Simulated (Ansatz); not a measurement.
PbTe (rock salt) is sheared across one {110} plane: the third cell vector gains the shift, so faults repeat every 7.0 Å. The cut lies between planes 2.32 Å apart; the cell height is held.

```xyz
6
Lattice="4.6453 0.0000 0.0000 0.0000 6.5694 0.0000 2.3226 3.2847 6.9679" Properties=species:S:1:pos:R:3 pbc="T T T"
Te     1.9355     2.7372     5.8066
Te     1.9355     2.7372     1.1613
Te     4.2582     6.0219     3.4839
Pb     1.9355     6.0219     5.8066
Pb     1.9355     6.0219     1.1613
Pb     4.2582     2.7372     3.4839
```

In-plane vectors a = (4.645, 0.000) Å, b = (0.000, 6.569) Å, area 30.52 Å². The shift is s times the vector a + b (length 8.046 Å), so s = 1 restores the start. The shift is rigid: no atom relaxes. γ = [E(shift) − E(0)] / area.

Computed with PBE (plane waves to 420 eV, PAW, scalar-relativistic; Ansatz, a quantum-chemistry and plane-wave program). k mesh 6×6×6 (Γ-centred), Fermi-Dirac smearing 0.05 eV. Energies are extrapolated to zero smearing. Compression counts positive. As the smearing reaches across the gap at some points, the k mesh leaves noise in γ, roughly 0.02 J/m² as judged from a few cases. Faults lie only 7.0 Å apart, and holding the cell height and the atoms raises γ above its relaxed value. PbTe was relaxed with its symmetry unable to fall. Spin-orbit coupling is left out, though Pb and Te are heavy. The PAW data are Ansatz's earlier set. The zero of γ is zero shift.

```json
[
 {"s": "0.000", "γ (J/m²)": "0.00", "σ normal to the fault (GPa)": "0.0"},
 {"s": "0.083", "γ (J/m²)": "0.16", "σ normal to the fault (GPa)": "0.8"},
 {"s": "0.167", "γ (J/m²)": "0.54", "σ normal to the fault (GPa)": "2.1"},
 {"s": "0.250", "γ (J/m²)": "0.93", "σ normal to the fault (GPa)": "3.3"},
 {"s": "0.333", "γ (J/m²)": "1.50", "σ normal to the fault (GPa)": "9.1"},
 {"s": "0.417", "γ (J/m²)": "2.67", "σ normal to the fault (GPa)": "23.3"},
 {"s": "0.500", "γ (J/m²)": "3.46", "σ normal to the fault (GPa)": "33.6"},
 {"s": "0.583", "γ (J/m²)": "2.67", "σ normal to the fault (GPa)": "23.3"},
 {"s": "0.667", "γ (J/m²)": "1.50", "σ normal to the fault (GPa)": "9.1"},
 {"s": "0.750", "γ (J/m²)": "0.93", "σ normal to the fault (GPa)": "3.3"},
 {"s": "0.833", "γ (J/m²)": "0.54", "σ normal to the fault (GPa)": "2.1"},
 {"s": "0.917", "γ (J/m²)": "0.16", "σ normal to the fault (GPa)": "0.8"}
]
```

What the scan shows:

The highest computed γ on the line comes out as 3.46 J/m². The steepest slope dγ/d(shift) before the first maximum (spline) is 19 GPa. Position of the highest point: s = 0.500. Local minima between the ends: no computed point is one.

(The slope of γ gives the shear force per area between the displaced halves; near zero shift its curvature is an elastic stiffness.)
